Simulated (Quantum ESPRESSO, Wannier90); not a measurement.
# Tight-binding from DFT: Au (Cmcm, model phase)

```xyz
2
Lattice="1.4113 -2.5559 0.0000 1.4113 2.5559 0.0000 0.0000 0.0000 4.8932" Properties=species:S:1:pos:R:3 pbc="T T T"
Au     0.0000     1.7108    -1.2233
Au     0.0000    -1.7108     1.2233
```

Cell from Materials Project (mp-1008634), symmetrised, no further relaxation. This isn't the element's usual structure (fcc); take it as a model of another phase. Level: PBEsol, no spin polarisation, no spin-orbit coupling; pw.x of Quantum ESPRESSO at 61 Ry with PseudoDojo potentials, 12×12×6 k-points, Wannier90. Density: 16×16×10 mesh, cold smearing 0.01 Ry. Spin-orbit coupling is left out although heavy elements are present.

A tight-binding model is made by disentanglement and projection with no localisation steps (num_iter = 0), so the 18 orbitals stay atom-like: hydrogen-like Au: s;p;d, axes along x, y, z; frozen window up to 1.50 eV relative to the Fermi level. It follows pw.x to 1.1 meV rms for states up to 1.0 eV relative to the Fermi level. Matrix elements depend on this choice of orbitals and windows.

Which pairs of orbitals on different sites are coupled most strongly? Give distance, modulus and how many such pairs a cell has.


| orbital | orbital | distance of the centres (Å) | modulus (eV) | pairs |
|---|---|---|---|---|
| Au px | Au px | 2.82 | 3.13 | 2 |
| Au py | Au py | 2.92 | 2.17 | 4 |
| Au px | Au s | 2.82 | 1.95 | 4 |
| Au pz | Au pz | 2.95 | 1.80 | 6 |
| Au py | Au s | 2.96 | 1.48 | 4 |
| Au px | Au py | 2.97 | 1.37 | 4 |
| Au py | Au s | 2.88 | 1.37 | 4 |
| Au py | Au pz | 2.95 | 1.30 | 4 |
| Au pz | Au s | 2.95 | 1.25 | 12 |
| Au px | Au py | 2.87 | 1.13 | 4 |
| Au px | Au pz | 2.95 | 1.12 | 8 |
| Au py | Au py | 2.93 | 0.95 | 2 |
| Au px | Au s | 2.93 | 0.91 | 4 |
| Au s | Au s | 2.82 | 0.90 | 2 |
| Au py | Au s | 2.95 | 0.88 | 4 |
| Au dx2-y2 | Au px | 2.82 | 0.85 | 4 |
| Au px | Au s | 2.95 | 0.77 | 8 |
| Au px | Au s | 2.91 | 0.71 | 4 |
| Au s | Au s | 2.92 | 0.70 | 5 |
| Au s | Au s | 2.97 | 0.68 | 5 |
| Au py | Au pz | 2.97 | 0.68 | 8 |
| Au dx2-y2 | Au s | 2.82 | 0.64 | 4 |
| Au dxy | Au py | 2.96 | 0.63 | 4 |
| Au dxy | Au py | 2.88 | 0.61 | 4 |
| Au px | Au px | 2.92 | 0.60 | 8 |
| Au dx2-y2 | Au dx2-y2 | 2.82 | 0.58 | 2 |
| Au dyz | Au pz | 2.98 | 0.58 | 4 |
| Au px | Au py | 2.96 | 0.57 | 8 |
| Au dxz | Au pz | 2.96 | 0.51 | 8 |
| Au dyz | Au s | 2.98 | 0.48 | 4 |
